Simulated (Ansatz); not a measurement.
**LaZn: stiffness from a series of strains**

```xyz
2
Lattice="3.7500 0.0000 0.0000 0.0000 3.7500 0.0000 0.0000 0.0000 3.7500" Properties=species:S:1:pos:R:3 pbc="T T T"
La    1.8750    1.8750    1.8750
Zn    0.0000    0.0000    0.0000
```

Atoms are numbered in the order listed.

The cell comes from COD entry 9008827, which wasn't checked; take it as a given geometry.

Spin–orbit coupling is left out, though it moves levels of the heavy atoms by tenths of an eV or more.

Level of theory: DFT, LDA, all-electron LAPW, scalar-relativistic (Ansatz 0.2.0).

Numerical set-up: a Γ-centred 9×9×9 k mesh, Fermi–Dirac smearing of 0.05 eV, basis error target 1 meV/atom, no spin polarisation.

The strain is applied along the Cartesian axes of the cell as listed (the other components stay zero). Fractional coordinates are held (clamped ions).

σ is the change of stress from the unstrained cell, which is at -4.02 GPa; tension is positive, so slopes are stress–strain coefficients at that pressure. In a metal the k mesh adds noise.

Only quantities that a quadratic follows smoothly over the whole series are listed; rougher ones are left out.

```tsv
εxx = εyy	σzz (GPa)	σxx (GPa)
-0.0200	-1.44	-1.95
0.0000	0.00	0.00
0.0100	0.59	0.87
0.0200	1.10	1.67
```

Question: Fit the series and read off the stiffness at zero strain.

Answer: Least-squares fits y = p0 + p1 x + p2 x² to the rows give σzz (GPa): p1 = 63.5, p2 = -420; σxx (GPa): p1 = 90.5, p2 = -350. So 2 C12 = 63 GPa and C11 + C12 = 90 GPa.

Question: One run, at εxx = εyy = -0.0100, is withheld. Predict its row.

Answer: The fits give -0.68, -0.94; the run gave -0.67, -0.94.
